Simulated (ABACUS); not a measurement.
Set-up for a self-consistent single point of Ge₃Rh₅ (Pbam, 16 atoms in the cell; from Materials Project mp-624221, lattice scaled a little).

```
CELL_PARAMETERS angstrom
      5.49858     0.00000     0.00000
      0.00000    10.51557     0.00000
      0.00000     0.00000     3.95770
ATOMIC_POSITIONS crystal
  Ge 0.90787 0.84435 0.50000
  Ge 0.09213 0.15565 0.50000
  Ge 0.40787 0.65565 0.50000
  Ge 0.59213 0.34435 0.50000
  Ge 0.50000 0.00000 0.00000
  Ge 0.00000 0.50000 0.00000
  Rh 0.34001 0.21457 0.00000
  Rh 0.65999 0.78543 0.00000
  Rh 0.84001 0.28543 0.00000
  Rh 0.15999 0.71457 0.00000
  Rh 0.83549 0.60831 0.50000
  Rh 0.16451 0.39169 0.50000
  Rh 0.33549 0.89169 0.50000
  Rh 0.66451 0.10831 0.50000
  Rh 0.00000 0.00000 0.00000
  Rh 0.50000 0.50000 0.00000
```

All values come from this method and carry its errors: ABACUS 3.10.1 with PBEsol, numerical atomic orbitals DZP (confined pseudo-atomic orbitals; energy shift 0.01 Ry), PseudoDojo 0.4 standard norm-conserving PBEsol (tails mended) pseudopotentials.

ABACUS settings:

* **basis**: DZP numerical atomic orbitals, energy shift 0.01 Ry
* **KPT**: Gamma 3 2 5 0 0 0
* **basis_type**: lcao
* **ecutwfc**: 100 Ry
* **smearing_method**: mv
* **smearing_sigma**: 0.00734986 Ry
* **potentials**: PseudoDojo 0.4 standard norm-conserving PBEsol (tails mended)
* **symmetry**: 1
* **symmetry_prec**: 1e-05
* **ks_solver**: scalapack_gvx
* **scf_nmax**: 100
* **scf_thr**: 1.0e-07
* **mixing_type**: pulay

Results:

| Quantity | Value |
|---|---|
| Number of valence electrons | 254 |
| Number of bands | 153 |
| Number of k-points after the program's reduction | 12 |
| Size of the basis | 298 |
| Number of SCF iterations | 13 |
| Free energy E − TS | -46451.7763 eV |
| Fermi level (on the code's own zero) | 19.70 eV |

The atom-centred basis is finite, which shifts total energies against plane waves. Forces and stress are left out: the polarisation orbitals used for some of these elements are too diffuse to give them reliably, and gaps can carry the same lack. The structure comes from a collection of computed structures, made at another level of theory; the collection holds predicted forms beside known ones. Its lattice was then scaled. No clean gap shows at this smearing width and mesh (spacing up to 0.38 Å⁻¹); the mesh is coarse for partly filled bands, so the values carry mesh errors.

Cost on one core: about 2.1 core-minutes (a rough figure).

The atomic orbitals were generated for these runs; they are not ABACUS's published sets and were checked against plane waves on a few crystals only.

“Tails mended”: in these copies of the files the far tail of each local potential was reset to the Coulomb form.
